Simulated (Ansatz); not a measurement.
Method: DFT PBE, scalar-relativistic, plane waves, PAW (Ansatz). All cells share a 420 eV cutoff and Γ-centred k meshes spaced about 0.3 Å⁻¹ or finer (0.25 for metals, 2π included). No spin polarisation.

Temperature and zero-point effects are left out.

Two relaxed structures of MgSn6N:

A.

```xyz
8
Lattice="3.1435 0.0000 0.0000 0.0000 3.1435 0.0000 0.0000 0.0000 19.4504" Properties=species:S:1:pos:R:3 pbc="T T T"
Mg    0.0000    0.0000    0.0000
Sn    1.5718    1.5718   11.3356
Sn    1.5718    1.5718    8.1148
Sn    1.5718    1.5718    2.3516
Sn    1.5718    1.5718   17.0988
Sn    0.0000    0.0000   14.0813
Sn    0.0000    0.0000    5.3691
N     1.5718    1.5718    0.0000
```

B.

```xyz
8
Lattice="3.4107 1.9692 4.9849 -3.4107 1.9692 4.9849 0.0000 -3.9383 4.9849" Properties=species:S:1:pos:R:3 pbc="T T T"
Mg    0.0000    0.0000    0.0000
Sn   -2.1788   -0.4526    6.3938
Sn    2.1788    0.4526    8.5610
Sn    0.6974    2.1132    6.3938
Sn   -0.6974   -2.1132    8.5610
Sn    1.4814   -1.6606    6.3938
Sn   -1.4814    1.6606    8.5610
N     0.0000    0.0000    7.4774
```

Question: Which would you expect to be lower, and how large is the difference?

Answer: A is lower, by 274 meV/atom. A has space group P4/mmm (No. 123), 24.0 Å³/atom and no gap on its mesh; B has space group R-3 (No. 148), 25.1 Å³/atom and no gap. Counting Mg or Sn atoms around N (for each partner element, those within 1.25 times its shortest distance or 1.15 times the sum of covalent radii, where it is the nearest in units of that sum or under 1.3), A and B both have N 6. The denser one is the lower, and pressure would at first widen the difference. Both come from trial cells of a structure search, whose lowest cell (P2/m, 23.8 Å³/atom) lies 37 meV/atom below the lower of the two.

With atoms moved at random, A (by 37 meV/atom) fell into a lower structure. B had no clear such test and can be a saddle point. Some candidate types were left out of the draw beforehand, so a known form may be missing.
